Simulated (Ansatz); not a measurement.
AlAs:
```
CELL_PARAMETERS angstrom
      0.00000     2.86418     2.86418
      2.86418     0.00000     2.86418
      2.86418     2.86418     0.00000
ATOMIC_POSITIONS crystal
  As 0.75000 0.75000 0.75000
  Al 0.00000 0.00000 0.00000
```

Relaxed with PBE.

### Question
Give the Bader charges and basin volumes of the independent atoms, PBE in the plane-wave PAW code Ansatz.

### Answer


| atom | Bader charge (e) | Bader volume (Å³) |
|---|---|---|
| As1 | -1.95 | 38.5 |
| Al2 | +1.95 | 8.5 |

Space group F-43m (zinc blende). Symmetry was held in the PBE relaxation.

Potentials: the later of the program's two PAW sets.
